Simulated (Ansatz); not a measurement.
**K₂Os₃, a known structure type with other elements, at an estimated volume**

```yaml
crystal:
  lattice:
    - [0.00000, 5.37365, 0.00000]
    - [4.72401, 0.00000, 0.00000]
    - [2.36201, 2.68682, -4.84708]
  atoms:
    - { symbol: Os, position: [0.00000, 0.00000, 0.00000] }
    - { symbol: Os, position: [0.25360, 0.50000, 0.00000] }
    - { symbol: Os, position: [0.74640, 0.50000, 0.00000] }
    - { symbol: K, position: [0.69700, 0.19700, 0.60600] }
    - { symbol: K, position: [0.30300, 0.80300, 0.39400] }
```

Method: r2SCAN, no spin polarisation; PAW, plane waves to 500 eV, 8×8×8 Γ-centred mesh, fermi-dirac occupations (width 0.1 eV) (Ansatz 0.2.0), atoms fixed.

- Forces: The largest is on K4 (and as large on other atoms): 0.41 eV/Å, components (0.00, 0.00, 0.41). It makes 25° with the line to a nearest neighbour, Os3 at 3.24 Å, pointing towards it.
- Electronic structure: It is a metal, with about 5.7 states/eV a cell as the mean within 0.25 eV of the Fermi level, mostly Os d (86 %).
- Contacts: Os–Os at 2.65 Å: least valence density 0.54 e/Å³ and ELF 0.42 there. K–Os at 3.24 Å: least valence density 0.10 e/Å³ and ELF 0.06 there. K–K at 3.72 Å: least valence density 0.02 e/Å³ and ELF 0.01 there, so no covalent bond. Both are smooth PAW fields, read partly inside the augmentation spheres.
- Formation energy: 1.45 eV an atom against the elements' usual phases (free molecules for gases, crystals otherwise, with no correction for O₂ or N₂), so at this geometry it isn't bound against them. Relaxing would lower it.
- Charges: Bader charges in e: K +0.71, Os -0.51 to -0.39. In the mean K gives up most and Os takes most.
- Stress: The pressure is -10.1 GPa (compression positive), so with the atoms held at these fractions the cell would first shrink. The principal stresses -22.5, -17.2, 9.4 GPa differ, so its shape would change too.

Origin: a known structure type with other elements, at an estimated volume, so it need not be a known compound.
